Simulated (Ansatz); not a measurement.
Independent-particle absorption of SiO$_{2}$ (Im-3m, a = 9.885 Å, b = 9.885 Å, c = 9.885 Å, α = 90.00°, β = 90.00°, γ = 90.00°), no local fields or excitons, 0.1 eV broadening. Computed with Ansatz 0.2.0, DFT r2SCAN, scalar-relativistic, plane waves, PAW.

Plane waves to 500 eV, a k mesh through Γ of 4×4×4 on the computed 24-atom cell and Gaussian smearing (0.02 eV); no spin polarisation. The spectrum is summed on a 6×6×6 mesh.

```
Si O
1.0
    -4.94229    4.94229    4.94229
     4.94229   -4.94229    4.94229
     4.94229    4.94229   -4.94229
Si O
8 16
Direct
  0.31370 0.31370 0.31370
  0.00000 0.31370 0.00000
  0.00000 0.00000 0.31370
  0.31370 0.00000 0.00000
  0.00000 0.00000 0.68630
  0.68630 0.00000 0.00000
  0.00000 0.68630 0.00000
  0.68630 0.68630 0.68630
  0.50000 0.50000 0.50000
  0.00000 0.50000 0.00000
  0.00000 0.00000 0.50000
  0.50000 0.00000 0.00000
  0.18891 0.18891 0.37781
  0.18891 0.37781 0.18891
  0.81109 0.00000 0.18891
  0.00000 0.81109 0.18891
  0.37781 0.18891 0.18891
  0.18891 0.81109 0.00000
  0.81109 0.18891 0.00000
  0.18891 0.00000 0.81109
  0.62219 0.81109 0.81109
  0.81109 0.62219 0.81109
  0.00000 0.18891 0.81109
  0.81109 0.81109 0.62219
```

| photon energy (eV) | ε2,xx |
| --- | --- |
| 0.0 | 0.00 |
| 0.4 | 0.00 |
| 0.8 | 0.00 |
| 1.2 | 0.00 |
| 1.6 | 0.00 |
| 2.0 | 0.00 |
| 2.4 | 0.00 |
| 2.8 | 0.00 |
| 3.2 | 0.00 |
| 3.6 | 0.00 |
| 4.0 | 0.00 |
| 4.4 | 0.00 |
| 4.8 | 0.00 |
| 5.2 | 0.00 |
| 5.6 | 0.00 |
| 6.0 | 0.00 |
| 6.4 | 0.00 |
| 6.8 | 0.00 |
| 7.2 | 0.00 |
| 7.6 | 0.00 |
| 8.0 | 0.03 |
| 8.4 | 0.28 |
| 8.8 | 0.74 |
| 9.2 | 0.58 |
| 9.6 | 0.61 |
| 10.0 | 0.78 |
| 10.4 | 1.83 |
| 10.8 | 1.88 |
| 11.2 | 1.61 |
| 11.6 | 1.91 |
| 12.0 | 1.56 |
| 12.4 | 1.22 |
| 12.8 | 1.60 |
| 13.2 | 1.23 |
| 13.6 | 1.36 |
| 14.0 | 1.31 |

The strongest peak lies near 11.6 eV. ε∞ (xx, yy, zz) = 1.9, 1.9, 1.9.

This form isn't the usual stable structure of the compound.

Cost: 1 run of about 41 core-minutes, on Intel Xeon Processor @ 2.50GHz (Skylake/Cascade Lake) (shared hosts).